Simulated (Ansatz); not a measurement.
Fcc Cu (110), 5 layers, DFT, LDA, PAW with Ansatz's default frozen-core files, scalar-relativistic (Ansatz 0.2.0), on 2 threads of Intel(R) Xeon(R) 6975P-C (Granite Rapids) (shared host).

Command: `ansatz run input.yaml --threads 2 --pin off --max-ram 4096MiB --backend cpu --events-out ev --progress --plain --runs-dir out`

```yaml
crystal:
  lattice:
    - [2.4875465902, 0.0, 0.0]
    - [0.0, 3.5179221248, 0.0]
    - [0.0, 0.0, 20.9751]
  atoms:
    - { symbol: Cu, position: [0.0, 0.0, 0.3814047805] }
    - { symbol: Cu, position: [0.5, 0.5, 0.4407023901] }
    - { symbol: Cu, position: [0.0, 0.0, 0.5] }
    - { symbol: Cu, position: [0.5, 0.5, 0.5592976099] }
    - { symbol: Cu, position: [0.0, 0.0, 0.6185952195] }
kpoints:
  mp_grid: { grid: [15, 10, 1] }
scf:
  occupations: { method: fermi_dirac, width: 0.08 }
hamiltonian:
  xc: lda
  pseudopotentials: { kind: paw }
output:
  forces: true
  stress: true
  eigenvalues: true
  populations: true
efield:
  axis: 3
  amplitude: 0
  dipole_correction: true
```

Problem. How large is the problem that the program sets up?

Solution. 48 irreducible k-points, 3581 plane waves at Γ, 57 bands.

Problem. About how long does it take, and how much memory?

Solution. 18 s of wall time for 9 SCF iterations, with a peak of 0.62 GiB. Times on shared machines scatter by tens of per cent.
